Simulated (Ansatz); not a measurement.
Total density of states per atom from r²SCAN (plane waves, PAW; program Ansatz), in 0.25 eV bins, energy from the valence-band maximum:

```
E (eV) | states/eV/atom
    -7.85 |  0.00
    -7.60 |  0.00
    -7.35 |  0.00
    -7.10 |  0.00
    -6.85 |  0.00
    -6.60 |  0.00
    -6.35 |  0.00
    -6.10 |  0.00
    -5.85 |  0.00
    -5.60 |  0.00
    -5.35 |  0.00
    -5.10 |  0.00
    -4.85 |  0.00
    -4.60 |  0.00
    -4.35 |  0.00
    -4.10 |  0.00
    -3.85 |  0.00
    -3.60 |  0.00
    -3.35 |  0.00
    -3.10 |  0.00
    -2.85 |  0.00
    -2.60 |  0.00
    -2.35 |  0.00
    -2.10 |  0.00
    -1.85 | #### 0.42
    -1.60 | ###################### 2.15
    -1.35 | ######### 0.87
    -1.10 | ######### 0.90
    -0.85 | ############ 1.21
    -0.60 | ######################### 2.52
    -0.35 | ############################## 3.00
    -0.10 | ######### 0.92
     0.15 |  0.00
     0.40 |  0.00
     0.65 |  0.00
     0.90 |  0.00
     1.15 |  0.00
     1.40 |  0.00
     1.65 |  0.00
     1.90 |  0.00
     2.15 |  0.00
     2.40 |  0.00
     2.65 |  0.00
     2.90 |  0.00
     3.15 |  0.00
     3.40 |  0.00
     3.65 |  0.00
     3.90 |  0.00
     4.15 |  0.00
     4.40 |  0.00
     4.65 |  0.00
     4.90 |  0.00
     5.15 |  0.00
     5.40 |  0.00
     5.65 |  0.00
     5.90 |  0.00
     6.15 |  0.01
     6.40 |  0.03
     6.65 |  0.04
     6.90 | # 0.06
     7.15 | # 0.08
     7.40 | # 0.10
     7.65 | # 0.13
     7.90 | ## 0.22
     8.15 | #### 0.36
     8.40 | #### 0.40
     8.65 | ####### 0.66
     8.90 | ######## 0.83
     9.15 | ######## 0.76
     9.40 | ###### 0.62
     9.65 | ##### 0.53
     9.90 | ##### 0.48
    10.15 | ######## 0.76
    10.40 | ######## 0.83
    10.65 | ########## 1.02
```

Task: Which of these materials gives this?
A) SiC, rock salt
B) BAs, rock salt
C) NaCl, rock salt
D) MoPd, rock salt

Result: C, NaCl, rock salt. Top 1 eV of the valence band: Cl 3p 99 %. Bottom 1 eV of the conduction band: Na 3s 71 %, Cl 3s 21 %, Cl 3p 6 %. Projections are on Löwdin-orthogonalised atomic valence shells; empty p or d shells of many metals are not among them.

Space group Fm-3m (rock salt). Symmetry was held in the r²SCAN relaxation; of distortions, only those at the zone centre were tested.

Potentials: the earlier of the program's two PAW sets.
